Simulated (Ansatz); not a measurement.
A crystal relaxed with r2SCAN in the PAW code Ansatz has space group I4/mmm (No. 139) and a = 3.206 Å, c = 12.717 Å.

```tsv
atom	site	x	y	z
Y	2a	0.0000	0.0000	0.0000
Xx	4e	0.5000	0.5000	0.3212
Al	4e	0.0000	0.0000	0.3274
Xx	2b	0.5000	0.5000	0.0000
```

The r2SCAN gap is indirect, 1.35 eV (Γ to M), below the direct gap of 1.40 eV at Γ. HSE06 gives an indirect gap of 1.95 eV, from Γ to M; the least direct gap is 2.01 eV at Γ. Meshes: r2SCAN 12×12×12, HSE06 6×6×6. r2SCAN's ε∞ is 7.0 along x and y, 6.3 along z.

Q: Which element is Xx?
A. As
B. N
C. Bi
D. P

A: B. Xx is N: YAl2N3, ordered on the rocksalt lattice (I4/mmm) with 6 atoms a cell. Around Y lie 6 N at 2.27 Å; around N lie 5 Al at 1.89–2.27 Å and 1 Y at 2.27 Å; around Al lie 6 N at 1.89–2.27 Å; around N lie 2 Al at 2.20 Å and 4 Y at 2.27 Å.

The cell comes from a prototype generator: it can be a known phase or a hypothetical one. Spin polarisation is off.

The runs are scalar-relativistic, without spin-orbit coupling.

For a response run the program warns that the ground state's bands aren't all converged, so ε∞ carries an extra error.
